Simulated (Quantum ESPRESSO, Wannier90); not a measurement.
## Wannierisation of Ga₂BiAs (P-4m2)

Materials Project entry mp-1018076; symmetrised, unrelaxed at this level. Not found in the COD (Crystallography Open Database) copy used; not checked further. Computed values, not measurements, from PBEsol: Quantum ESPRESSO (norm-conserving PseudoDojo potentials, cutoff 68 Ry, no spin polarisation, no spin-orbit coupling) on a Γ-centred 6×6×4 mesh, then Wannier90. Density: 8×8×6 mesh, cold smearing 0.01 Ry. Spin-orbit coupling is left out although heavy elements are present.

```
begin unit_cell_cart
ang
    4.3001400000    0.0000000000    0.0000000000
    0.0000000000    4.3001400000    0.0000000000
    0.0000000000    0.0000000000    6.1458600000
end unit_cell_cart
mp_grid = 6 6 4
```

Problem. Which shells of neighbouring k-points and which b-vectors and weights does Wannier90 pick for this cell and mesh?

Solution. 
```
 *---------------------------------- K-MESH ----------------------------------*
 +----------------------------------------------------------------------------+
 |                    Distance to Nearest-Neighbour Shells                    |
 |                    ------------------------------------                    |
 |          Shell             Distance (Ang^-1)          Multiplicity         |
 |          -----             -----------------          ------------         |
 |             1                   0.243526                      4            |
 |             2                   0.255586                      2            |
 |             3                   0.344398                      4            |
 |             4                   0.353029                      8            |
 |             5                   0.428876                      8            |
 |             6                   0.487053                      4            |
 |             7                   0.511172                      2            |
 |             8                   0.544542                      8            |
       ... (lines left out)
 +----------------------------------------------------------------------------+
 | The b-vectors are chosen automatically                                     |
 | The following shells are used:                       1,  2                 |
 +----------------------------------------------------------------------------+
 |                        Shell   # Nearest-Neighbours                        |
 |                        -----   --------------------                        |
 |                          1               4                                 |
 |                          2               2                                 |
 +----------------------------------------------------------------------------+
 | Completeness relation is fully satisfied [Eq. (B1), PRB 56, 12847 (1997)]  |
 +----------------------------------------------------------------------------+
 |                  b_k Vectors (Ang^-1) and Weights (Ang^2)                  |
 |                  ----------------------------------------                  |
 |            No.         b_k(x)      b_k(y)      b_k(z)        w_b           |
 |            ---        --------------------------------     --------        |
 |             1         0.000000    0.243526    0.000000     8.430978        |
 |             2         0.243526    0.000000    0.000000     8.430978        |
 |             3         0.000000   -0.243526    0.000000     8.430978        |
 |             4        -0.243526    0.000000    0.000000     8.430978        |
 |             5         0.000000    0.000000    0.255586     7.654125        |
 |             6         0.000000    0.000000   -0.255586     7.654125        |
```
